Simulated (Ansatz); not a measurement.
The cell below belongs to a search over invented structures; it isn't taken from experiment.

Input and command of a plane-wave DFT calculation in Ansatz:

```yaml
crystal:
  lattice:
    - [-2.1654532056, 2.1654532056, 6.7117228445]
    - [2.1654532056, -2.1654532056, 6.7117228445]
    - [2.1654532056, 2.1654532056, -6.7117228445]
  atoms:
    - { symbol: Cd, position: [0.0, 0.0, 0.0] }
    - { symbol: Co, position: [0.6753096601, 0.6753096601, 0.0] }
    - { symbol: Co, position: [0.3246903399, 0.3246903399, 0.0] }
    - { symbol: Se, position: [0.75, 0.25, 0.5] }
    - { symbol: Se, position: [0.25, 0.75, 0.5] }
    - { symbol: Se, position: [0.5, 0.5, 0.0] }
basis:
  ecutwfc: 420
kpoints:
  mp_grid: { grid: [10, 10, 10] }
hamiltonian:
  xc: pbe
scf:
  occupations: { method: gaussian, width: 0.1 }
output:
  forces: true
  stress: true
  eigenvalues: true
  write_density: true
  write_potential: true
  elf: true
  volumetric_format: npy
relax:
  adjacent_minimum: "off"
  f_tol: 0.01
  max_steps: 30
  cell: { stress_tol: 0.1, fix: [volume] }
```

```bash
ansatz run input.yaml --threads 1 --pin off --max-ram 2560MiB --backend cpu --events-out ev --progress --plain --runs-dir out
```

Processor: Arm Neoverse V1, 1 thread, on a host shared with other jobs.

Question: How long does it run, and how much memory does it take?

Answer: About 4.1 min, peak memory 0.83 GiB. It solves 62 bands at 102 k points (after reduction by symmetry) with about 2431 plane waves, in 23 SCF iterations over 4 ionic steps.
